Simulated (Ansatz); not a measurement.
ZnS (zinc blende, F-43m), PBEsol (plane waves, PAW; program Ansatz). The conduction-band minimum lies at Γ, with 1 equivalent valley. Second derivatives d²E/dk² of the lowest band at one valley (eV·Å²), along Cartesian directions:

| direction | d²E/dk² |
|---|---|
| [100] | 45.62 |
| [010] | 45.62 |
| [001] | 45.62 |
| [110] | 45.59 |
| [101] | 45.59 |
| [011] | 45.59 |

Problem. Find the principal effective masses, the density-of-states mass and the conductivity mass.

Solution. Off-diagonal terms follow from H_xy = H[110] − (H_xx + H_yy)/2, and m*/mₑ = 7.620 eV·Å² over each eigenvalue: 0.17, 0.17, 0.17. One valley's DOS mass (m₁m₂m₃)^(1/3) = 0.17, conductivity mass 3/(Σ 1/mᵢ) = 0.17 mₑ.

Problem. What effective density of states Nc follows at 300 K for parabolic valleys?

Solution. Nc = 2.509e19 × 1 × (0.17)^(3/2) ≈ 1.8e18 cm⁻³.

Symmetry was held in the PBEsol relaxation.

Potentials: the later of the program's two PAW sets.

Edges and masses are those of Kohn–Sham bands, whose gap is no quasiparticle gap.
